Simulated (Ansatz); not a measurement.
## AlRu: from a starting cell to a relaxed one

The start is a generated cell, AlRu built in the CsCl structure type. Cell shape, volume and atoms are optimised at zero target pressure with PBEsol (plane waves to 420 eV, PAW, scalar-relativistic; Ansatz, a program for electronic structure). The first steps use a coarse 11×11×11 k-mesh.

Starting cell:
```yaml
crystal:
  lattice:
    - [3.09089, 0.00000, 0.00000]
    - [0.00000, 3.09089, 0.00000]
    - [0.00000, 0.00000, 3.09089]
  atoms:
    - { symbol: Al, position: [0.00000, 0.00000, 0.00000] }
    - { symbol: Ru, position: [0.50000, 0.50000, 0.50000] }
```

```yaml
initial_pressure: "-19.3 GPa (negative: the cell is under tension)"
outcome: The space group stays Pm-3m (No. 221) (the run could not lower it); the end is CsCl type, with 2 atoms in the primitive cell
energy_released: 0.11 eV/atom
volume_change: -10.7 %, from 14.76 to 13.18 Å³/atom
Shortest distances (start → end): "The closest pairs of elements (up to four, under 3.6 Å), start → end: Al–Ru 2.68 → 2.58 Å; Al–Al 3.09 → 2.98 Å; Ru–Ru 3.09 → 2.98 Å"
band_gap_at_the_end: no gap (metallic)
optimiser_moves: 5
```

Final values are on a 16×16×16 k-mesh of the relaxed cell. No spin polarisation in the result.

The run could not lose the symmetry of its start; a randomly shaken copy of 2 atoms returns to this structure.

All atoms sit on sites fixed by symmetry, so only the cell could relax.
